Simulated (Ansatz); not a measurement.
BaTaO₃:
```xyz
5
Lattice="4.0916 0.0000 0.0000 0.0000 4.0916 0.0000 0.0000 0.0000 4.0916" Properties=species:S:1:pos:R:3 pbc="T T T"
Ba     0.0000     0.0000     0.0000
Ta     2.0458     2.0458     2.0458
O      0.0000     2.0458     2.0458
O      2.0458     0.0000     2.0458
O      2.0458     2.0458     0.0000
```

Relaxed with r²SCAN. Special points in fractions of this cell's reciprocal vectors: Γ (0.000, 0.000, 0.000); X (0.000, 0.500, 0.000); M (0.500, 0.500, 0.000); R (0.500, 0.500, 0.500).

Task: List the band energies nearest the Fermi level at these points for r²SCAN (plane waves, PAW; program Ansatz).

Result: In eV from the Fermi level; about four levels below and three above (degenerate sets whole), none deeper than 8.9 eV; points with the same levels are listed once.

| k | below | above |
|---|---|---|
| Γ | -4.70 -4.70 -4.70 -1.19 -1.19 -1.19 | 1.21 1.21 2.96 |
| X | -6.20 -5.13 -5.13 -0.88 | 1.53 1.53 3.11 |
| M | -5.81 -5.35 -5.35 -4.53 | 1.56 1.56 2.53 |
| R | -7.06 -7.06 -7.06 -4.48 -4.48 -4.48 | 2.75 2.75 2.75 |

Space group Pm-3m (cubic perovskite). The first step of the workflow began from a Materials Project structure, measured or hypothetical; the Crystallography Open Database copy checked does not list it. Its standing as an ambient phase is unchecked. The cell was relaxed with r²SCAN under the symmetry of its start; whether a distortion lowers the energy is not shown. No spin polarisation was allowed. With an odd number of electrons in the cell and no spin polarisation, the count alone makes it a metal. Spin–orbit coupling is left out wherever it is not named.

Potentials: the later of the program's two PAW sets.
